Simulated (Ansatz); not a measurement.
# LiH4BrO2 single point

Input file of Ansatz 0.2.0:

```yaml
crystal:
  lattice:
    - [5.316816, 0.0, 0.0]
    - [2.654325, 5.842489, 0.0]
    - [0.889467, 2.723894, 5.751984]
  atoms:
    - { symbol: Br, position: [0.25544, 0.12204, 0.23322] }
    - { symbol: Br, position: [0.74456, 0.87796, 0.76678] }
    - { symbol: Li, position: [0.309, 0.378, 0.483] }
    - { symbol: Li, position: [0.691, 0.622, 0.517] }
    - { symbol: O, position: [0.9858, 0.7182, 0.2951] }
    - { symbol: O, position: [0.0142, 0.2818, 0.7049] }
    - { symbol: O, position: [0.6131, 0.4807, 0.2914] }
    - { symbol: O, position: [0.3869, 0.5193, 0.7086] }
    - { symbol: H, position: [0.978946, 0.862133, 0.315071] }
    - { symbol: H, position: [0.021054, 0.137867, 0.684929] }
    - { symbol: H, position: [0.808113, 0.371732, 0.301509] }
    - { symbol: H, position: [0.191887, 0.628268, 0.698491] }
    - { symbol: H, position: [0.58352, 0.622471, 0.138905] }
    - { symbol: H, position: [0.41648, 0.377529, 0.861095] }
    - { symbol: H, position: [0.967163, 0.779301, 0.127484] }
    - { symbol: H, position: [0.032837, 0.220699, 0.872516] }
kpoints:
  mp_grid: { grid: [4, 4, 3], shift: [0.5, 0.5, 0.0] }
magnetization:
  spin_polarized: false
scf:
  occupations: { method: fermi_dirac }
  lower_state_search: "off"
  max_iter: 200
hamiltonian:
  pseudopotentials: { kind: paw }
  xc: pbe
basis:
  ecutwfc: 420
  fft_grid_basis: typed
output:
  forces: true
  stress: true
  eigenvalues: true
  bader: true
  populations: true
  elf: true
  write_potential: true
  volumetric_format: npy
  dos:
    e_range: [-12, 8]
    de: 0.05
    projected: { site_lists: { Br: [Br], H: [H], Li: [Li], O: [O] } }
checkpoint:
  read: saved_state
```

The saved state is an earlier solution for the same cell, perhaps on another mesh. 

Output (shortened):

```
Pseudopotentials: kind: paw
Pseudopotential: Br, paw, valence charge 7, recommended cutoff 420 eV (normal), Br.paw.azcp
Pseudopotential: Li, paw, valence charge 3, recommended cutoff 420 eV (normal), Li.paw.azcp
Pseudopotential: O, paw, valence charge 6, recommended cutoff 420 eV (normal), O.paw.azcp
Pseudopotential: H, paw, valence charge 1, recommended cutoff 420 eV (normal), H.paw.azcp
Functional definition: PBE
  exchange = pbe_x(kappa = kappa, mu = beta*pi^2/3)
  correlation = pbe_c(beta = beta)
Crystal: 16 atoms, lattice volume = 178.676 Å³
Basis set: ecut = 420 eV, 3493 PW (Γ), exchange–correlation on 72×90×90 points (8 copies of the dense FFT grid, shifted against one another)
Bands: 42, of which v1, the nominal top of the filled ones, is band 26 counted from 1 (25 counted from 0)
Symmetry: 2 space group operations
Space group: P-1 (ITA 2), of the structure as read, at distance tolerance 5.6e-5 Å
k-points: 24 of 48
Initial density: read from a saved state, or passed on in memory by an earlier SCF of this step, an earlier step, the calling program or the single point that the run made first
Functional: x = pbe(κ = 0.804, μ = 0.2195), c = pbe(β = 0.0667)
SCF iter   1: F=—  Δρ=4.15e-4  dr2=1.57e-4
SCF iter   2: F=—  Δρ=2.08e-4  dr2=3.41e-5
SCF iter   3: F=—  Δρ=5.37e-5  dr2=4.21e-6
SCF iter   4: F=—  Δρ=1.70e-5  dr2=4.63e-7
SCF iter   5: F=-8381.1580 eV  Δρ=4.55e-6  dr2=1.86e-8
Free energy (F): -8381.1580 eV
Harris-Foulkes:  -8381.1580 eV  (|F-HF|=2.04e-7)
Internal energy: -8381.1580 eV  (E = F + TS)
E sigma→0 (E₀):  -8381.1580 eV
Fermi energy:    2.8072 eV
--- Per-component energies (eV) ---
  E_band       = -480.4814
  E_kinetic    = 1126.3207
  E_local      = -3063.2413  (includes V_loc(G=0)·N_el)
  E_nonlocal   = 281.2914
  E_hartree    = 1039.2415
  E_xc         = -916.3514
  E_vxc        = -702.4627  (∫ρ·V_xc dr)
  E_paw        = -5175.3269  (= ΣΔE_a)
  E_vpaw       = -200.8732  (= ΣTr[D̂ρ^β])
  E_aug_tail   = 0.0004  (compensation charges beyond the density's cutoff)
  E_ewald      = -1673.0925
  E_smearing   =  0.0000  (= −TS)
--- Forces (eV/Å), atoms counted from 1 ---
  atom   1  Br    -0.0699     0.1173     0.0443
  atom   2  Br     0.0699    -0.1173    -0.0443
  atom   3  Li     0.2964    -0.0032    -0.0565
  atom   4  Li    -0.2964     0.0032     0.0565
  atom   5  O     -0.0774    -0.1562     0.4924
  atom   6  O      0.0774     0.1562    -0.4924
  atom   7  O     -0.3760     0.4095     0.4801
  atom   8  O      0.3760    -0.4095    -0.4801
  atom   9  H      0.4102     0.3688    -0.0306
  atom  10  H     -0.4102    -0.3688     0.0306
  atom  11  H      0.2435    -0.6187    -0.2842
  atom  12  H     -0.2435     0.6187     0.2842
  atom  13  H      0.0992     0.0375    -0.4070
  atom  14  H     -0.0992    -0.0375     0.4070
  atom  15  H     -0.3484    -0.1938    -0.4655
  atom  16  H      0.3484     0.1938     0.4655
--- Stress (GPa, compression-positive) ---
        1.7778       0.2126       0.1981
        0.2126       2.1943      -0.2640
        0.1981      -0.2640       2.0732
  P = ⅓ Tr σ = 2.0151 GPa (20.151 kbar)
--- Löwdin populations: 16 sites ---
  site symbol       q [e]
     0     Br      7.5403
     1     Br      7.5403
     2     Li      2.2943
     3     Li      2.2943
     4      O      6.7321
     5      O      6.7321
     6      O      6.7266
     7      O      6.7266
     8      H      0.6195
     9      H      0.6195
    10      H      0.6345
    11      H      0.6345
    12      H      0.6137
    13      H      0.6137
    14      H      0.6177
    15      H      0.6177
  spilling = 0.0085 (of n_electrons = 52.0000)
```

Origin: a database entry at a rescaled volume.
